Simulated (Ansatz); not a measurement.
Input:

Cs₂NaScCl₆:
```cif
data_Cl24Cs8Na4Sc4
_chemical_formula_sum 'Cs8 Na4 Sc4 Cl24'
_space_group_name_H-M_alt 'Fm-3m'
_space_group_IT_number 225
_space_group_name_Hall '-F 4 2 3'
_cell_length_a 10.17480
_cell_length_b 10.17480
_cell_length_c 10.17480
_cell_angle_alpha 90.000
_cell_angle_beta 90.000
_cell_angle_gamma 90.000
loop_
_atom_site_label
_atom_site_type_symbol
_atom_site_symmetry_multiplicity
_atom_site_Wyckoff_symbol
_atom_site_fract_x
_atom_site_fract_y
_atom_site_fract_z
_atom_site_occupancy
Cs1 Cs 8 c 0.25000 0.25000 0.25000 1
Na1 Na 4 b 0.50000 0.50000 0.50000 1
Sc1 Sc 4 a 0.00000 0.00000 0.00000 1
Cl1 Cl 24 e 0.00000 0.00000 0.23991 1
```
(The calculation used a cell of 10 atoms; values per cell refer to that cell.)

This is the LDA-relaxed structure.

**Question.** All from LDA (plane waves, PAW; program Ansatz), unless another level is named. Estimate the hole effective mass, band 1 of 3 at the edge.

**Answer.** 26 along [100], 2.9 along [110], 2.3 along [111] (mₑ).

**Question.** And the formation energy from the elements (no fitted shifts)?

**Answer.** -2.13 eV/atom.

**Question.** Next, the valence-band maximum?

**Answer.** at Γ.

**Question.** Give the weight of the valence-edge state by species (Voronoi cells).

**Answer.** Cl 99 %.

The workflow started from a Materials Project entry (that database holds measured and hypothetical structures alike); the Crystallography Open Database copy checked does not list it. Whether it is the stable phase at ambient conditions was not checked. Symmetry was held in the LDA relaxation; phonons on a q-mesh show no instability. The run is not spin-polarised. The references are the lowest solids computed at this level, not always the standard phases (solids in place of the gases). Scalar-relativistic: spin–orbit coupling is off unless named, which matters more the heavier the elements.

Potentials: the later of the program's two PAW sets.

Edges and masses are those of Kohn–Sham bands, whose gap is no quasiparticle gap.
